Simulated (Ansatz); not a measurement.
Zn$_{3}$In$_{2}$O$_{6}$ in space group P2_1/m (No. 11; Pearson symbol mP44), plane-wave PAW r²SCAN (Ansatz code). The conduction-band minimum lies at Γ, with 1 equivalent valley. Second derivatives d²E/dk² of the lowest band at one valley (eV·Å²), along Cartesian directions:

```
direction  d²E/dk²
---------  -------
[100]        41.12
[010]        41.14
[001]        35.33
[110]        41.13
[101]        38.18
[011]        38.23
```

Find the principal effective masses, the density-of-states mass and the conductivity mass.

Off-diagonal terms follow from H_xy = H[110] − (H_xx + H_yy)/2, and m*/mₑ = 7.620 eV·Å² over each eigenvalue: 0.19, 0.19, 0.22. One valley's DOS mass (m₁m₂m₃)^(1/3) = 0.19, conductivity mass 3/(Σ 1/mᵢ) = 0.19 mₑ.

What effective density of states Nc follows at 300 K for parabolic valleys?

Nc = 2.509e19 × 1 × (0.19)^(3/2) ≈ 2.1e18 cm⁻³.

The workflow started from a Materials Project entry (that database holds measured and hypothetical structures alike); the Crystallography Open Database copy checked does not list it. Its standing as an ambient phase is unchecked. Symmetry was held in the r²SCAN relaxation; its stability against distortions is not shown here. Spin–orbit coupling is left out wherever it is not named.

Potentials: the earlier of the program's two PAW sets.

Edges and masses are those of Kohn–Sham bands, whose gap is no quasiparticle gap.
